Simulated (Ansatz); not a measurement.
The elements of this relaxed trial crystal are hidden behind letters.

```
lattice vectors (Å)
   6.9911    0.0000    0.0000
   1.2826    7.3601    0.0000
   2.4786    1.8995    7.6964
fractional positions
X 0.9446 0.9571 0.5283
X 0.9647 0.9268 0.0196
X 0.3839 0.1699 0.6173
X 0.3896 0.2114 0.0984
X 0.8359 0.4671 0.6741
X 0.8232 0.4481 0.1862
Z 0.2971 0.6295 0.7070
Z 0.2924 0.6246 0.3313
Q 0.4797 0.7400 0.9476
Q 0.5889 0.8254 0.3901
```

Method: DFT PBE, scalar-relativistic, plane waves, PAW in Ansatz. Plane waves to 420 eV, a 6×6×6 mesh through Γ for the 10-atom cell and 0.10 eV Gaussian smearing; no spin polarisation.

| Property | Result |
| --- | --- |
| Space group | P1 (No. 1) |
| Conventional cell | a = 6.991 Å, b = 7.471 Å, c = 8.306 Å, α = 73.9°, β = 72.6°, γ = 80.1° |
| Volume per atom | 39.60 Å³ |
| Density | 5.45 g/cm³ |
| Energy over the elements | 0.00 eV/atom |
| Gap on the 6×6×6 mesh of the 10-atom cell | 0 eV (a metal) |

Energies are uncorrected and count from the elements' standard states at the same level.

**Question.** X is an s-block element of period 5, Z is a d-block element of period 6 and Q is a p-block element of period 6. Which elements are they?

**Answer.** X = Sr, Z = Hf, Q = Bi, so the formula is Sr3HfBi. Density times volume gives a mean mass of 5.45 × 39.60/1.6605 = 130.0 u per atom, and this set has 130.1 u. Sr on its first site has 1 Bi at 3.41 Å, 2 Hf at 3.52–3.54 Å, 1 Sr at 3.66 Å, 7 Sr at 3.90–4.25 Å and 2 Bi at 4.15–4.31 Å; Hf on its first site has 2 Bi at 2.99–3.02 Å, 1 Hf at 3.14 Å, 7 Sr at 3.52–4.02 Å and 1 Sr at 4.40 Å; around Bi on its first site lie 2 Hf at 3.00–3.02 Å and 8 Sr at 3.57–4.15 Å; 7 more sites not described. Other sets within the hints have nearly the same mass, so mass alone doesn't settle it; this one was computed.

Spin–orbit coupling, which can matter for Bi and Hf, is left out. The cell is a metal run without spin; a magnetic state may lie lower. This cell was reached by moving the atoms of another relaxed cell at random and relaxing again, last within the group found; it had no such test of its own.
